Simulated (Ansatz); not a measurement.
SiNi₂ in space group Pnma (No. 62; Si on 4c, Ni on 4c, Ni on 4c) under volume change, DFT-PBEsol in the program Ansatz with PAW potentials, shape and atoms relaxed at each volume.

```tsv
V (Å³/atom)	E − E(relaxed) (meV/atom)	P (GPa)
9.661	…	…
9.980	28.9	15.48
10.298	…	…
10.617	0.0	-0.01
10.935	6.0	-5.85
11.254	22.6	-10.74
11.572	48.1	-14.79
```

Fill in the missing entries.


- 9.661, E − E(relaxed) (meV/atom): 69.4
- 9.661, P (GPa): 25.57
- 10.298, E − E(relaxed) (meV/atom): 6.7
- 10.298, P (GPa): 7.02

What does a third-order Birch–Murnaghan fit give for V₀, B₀ and B′?

V₀ = 10.62 Å³/atom, B₀ = 213 GPa, B′ = 5.1.

The cell was relaxed with PBEsol under the symmetry of its start; of distortions, only those at the zone centre were tested. The run is not spin-polarised.

Potentials: the later of the program's two PAW sets.
